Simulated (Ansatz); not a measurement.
BAs (CsCl type, space group No. 221), PBE in the plane-wave PAW code Ansatz, all energies at zero smearing, with the estimated change up to a 700 eV cutoff added, with one set of potentials and settings (totals compare only within such a set). Cell of 2 atoms (1 B, 1 As): -5009.020 eV.

| element | reference phase | E (eV/atom) |
|---|---|---|
| B | R-3m, 12 atoms in the cell | -155.9161 |
| As | R-3m, 2 atoms in the cell | -4856.1377 |

Formation energy per atom, worked out: (-5009.020 − 1×(-155.9161) − 1×(-4856.1377))/2 = 1.517 eV/atom (146 kJ per mol of atoms), at 0 K, without zero-point energy or fitted corrections.

Space group Pm-3m (CsCl type). The cell is a constructed one: a structure type filled with these elements; neither database checked (COD, Materials Project) lists it. It is not the phase usual at ambient conditions (space group No. 216). The PBE relaxation kept the symmetry of its start; whether a distortion lowers the energy is not shown. The references are the lowest solids computed at this level, not always the standard phases.

Potentials: the later of the program's two PAW sets.
